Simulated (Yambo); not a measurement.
Yambo run on TiZnO3 (space group R-3, No. 148). The wavefunctions come from this Quantum ESPRESSO step (PBEsol, PseudoDojo standard norm-conserving files, scalar-relativistic):

```
&CONTROL
  calculation = 'nscf'
  pseudo_dir = './pseudo'
  outdir = './out'
/
&SYSTEM
  ibrav = 0
  nat = 10
  ntyp = 3
  ecutwfc = 84.0
  ecutrho = 336.0
  occupations = 'fixed'
  force_symmorphic = .true.
  nbnd = 186
/
&ELECTRONS
  conv_thr = 1e-08
  diago_full_acc = .true.
  diago_thr_init = 1e-08
/
ATOMIC_SPECIES
O 15.9990 O.upf
Ti 47.8670 Ti.upf
Zn 65.3800 Zn.upf
CELL_PARAMETERS angstrom
  2.564600108000   1.480672563000   4.694623000000
 -2.564600108000   1.480672563000   4.694623000000
  0.000000000000  -2.961345125000   4.694623000000
ATOMIC_POSITIONS crystal
O   0.223540000000   0.563230000000   0.949500000000
O   0.776460000000   0.436770000000   0.050500000000
O   0.563230000000   0.949500000000   0.223540000000
O   0.436770000000   0.050500000000   0.776460000000
O   0.949500000000   0.223540000000   0.563230000000
O   0.050500000000   0.776460000000   0.436770000000
Ti   0.854400000000   0.854400000000   0.854400000000
Ti   0.145600000000   0.145600000000   0.145600000000
Zn   0.639327000000   0.639327000000   0.639327000000
Zn   0.360673000000   0.360673000000   0.360673000000
K_POINTS automatic
2 2 2 0 0 0
```

Yambo input:

```
rim_cut
gw0
dyson
el_el_corr
HF_and_locXC
ppa
em1d
RandQpts= 1000000
RandGvec= 1 Ry
EXXRLvcs= 84 Ry
VXCRLvcs= 336 Ry
Chimod= "HARTREE"
% BndsRnXp
 11 | 185 |
%
NGsBlkXp= 7 Ry
% LongDrXp
 1.0 | 1.0 | 1.0 |
%
PPAPntXp= 27.2114 eV
% GbndRnge
 1 | 185 |
%
GTermKind= "BG"
DysSolver= "n"
ExtendOut
% QPkrange
 1 | 1 | 50 | 51 |
 2 | 2 | 50 | 51 |
 3 | 3 | 50 | 51 |
 4 | 4 | 50 | 51 |
%
```

k points by index: 1 = Γ, 2 = L, 3 = F, 4 = Z.

The o-*.qp file then holds:

```
#    K-point    Band    Eo [eV]    E [eV]    E-Eo [eV]    Vxc [eV]    Vnlxc [eV]    Sc|Eo [eV]    Sc|E [eV]    dSc/dw|Eo [eV]    Re(Z)    Im(Z)
#
    1    50    -0.423070E-3    -0.449739    -0.449315    -21.52502    -26.71342    4.610892    4.739086    -7.761516    0.778068    -0.001299
    1    51    3.536755    4.976292    1.439536    -19.63613    -11.96391    -5.819166    -6.232683    -7.815581    0.776866    -0.001692
    2    50    -0.075632    -0.583945    -0.508313    -21.89212    -27.06286    4.516769    4.662434    -7.795896    0.777304    -0.001362
    2    51    3.280724    4.682026    1.401302    -19.55466    -12.07008    -5.689425    -6.083283    -7.647235    0.780618    -0.001551
    3    50    0.000000    -0.479201    -0.479201    -21.63084    -26.88316    4.636005    4.773112    -7.783574    0.777578    -0.001327
    3    51    3.267407    4.673476    1.406069    -19.85920    -12.45501    -5.600648    -5.998117    -7.691211    0.779635    -0.001534
    4    50    -0.095824    -0.520506    -0.424682    -21.64527    -26.65734    4.466173    4.587390    -7.764695    0.777998    -0.001318
    4    51    3.559701    5.011169    1.451469    -20.04784    -12.20121    -5.971010    -6.395161    -7.950588    0.773883    -0.001767
```
(The two width columns are left out.) Convergence of these settings isn't established.

Geometry of the Materials Project entry, not relaxed at this level.

The structure is a Materials Project entry; no match was found in the copy of COD used, and its stability was not checked.
